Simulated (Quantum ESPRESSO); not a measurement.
Computed NMR tensors in SrO (changed cell)

```xyz
2
Lattice="0.0000 2.5709 2.6096 2.5709 0.0000 2.6096 2.5709 2.5709 0.0000" Properties=species:S:1:pos:R:3 pbc="T T T"
Sr     2.5709     2.5709     2.6096
O      0.0000     0.0000     0.0000
```
The cell was made here from a computed Materials Project entry: strained by +1 % along the cube axis and by -0.5 % across it, atoms relaxed (PBE without dispersion, pw.x of a modified build of Quantum ESPRESSO, symmetry kept). The parent is SrO in Fm-3m. Stability against distortions was not tested.

These are absolute shieldings with no macroscopic susceptibility term; δ = σ_ref − σ needs a reference computed alike. In our sweeps, cutoffs and meshes of this size left a few ppm, and up to some 20 ppm on atoms from Zn on. Spin–orbit coupling is left out; its weight grows with the heaviest atom, Sr here.

### Question
What do the calculations give at each independent site (shieldings by PBE GIPAW (Quantum ESPRESSO, JTH PAW datasets), 22.5 Ha, k-mesh 6×6×6 shifted, f-sum rule met within 0.003 %)?

### Answer
| site | site symmetry | σ_iso (ppm) |
|---|---|---|
| Sr (atom 1) | 4/mmm | 2623 |
| O (atom 2) | 4/mmm | -216 |
